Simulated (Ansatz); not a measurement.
SiSe2 in space group Ibam (No. 72; Se on 8j, Si on 4a) at seven volumes, LDA in the plane-wave PAW code Ansatz, shape and atoms relaxed at each. One row is withheld.

```json
[
 {"V (Å³/atom)": "23.621", "P (GPa)": "1.84"},
 {"V (Å³/atom)": "24.400", "P (GPa)": "1.06"},
 {"V (Å³/atom)": "25.178", "P (GPa)": "0.47"},
 {"V (Å³/atom)": "25.957", "P (GPa)": "0.00"},
 {"V (Å³/atom)": "26.736", "P (GPa)": "?"},
 {"V (Å³/atom)": "27.515", "P (GPa)": "-0.57"},
 {"V (Å³/atom)": "28.293", "P (GPa)": "-0.72"}
]
```

**Question.** Fit the shown pressures and predict the withheld one.

**Answer.** P = (3/2)B₀(x^(7/2) − x^(5/2))[1 + (3/4)(B′ − 4)(x − 1)] with x = (V₀/V)^(2/3). Least squares on the six rows gives V₀ = 25.975 Å³/atom, B₀ = 12.8 GPa, B′ = 9.14. At V = 26.736, x = 0.9809 and P = -0.32 GPa. The run itself gave -0.33 GPa.

Symmetry was held in the LDA relaxation. A crystal of weakly bound chains computed without a dispersion correction: the cell and the soft elastic constants depend strongly on that.

Potentials: the later of the program's two PAW sets.
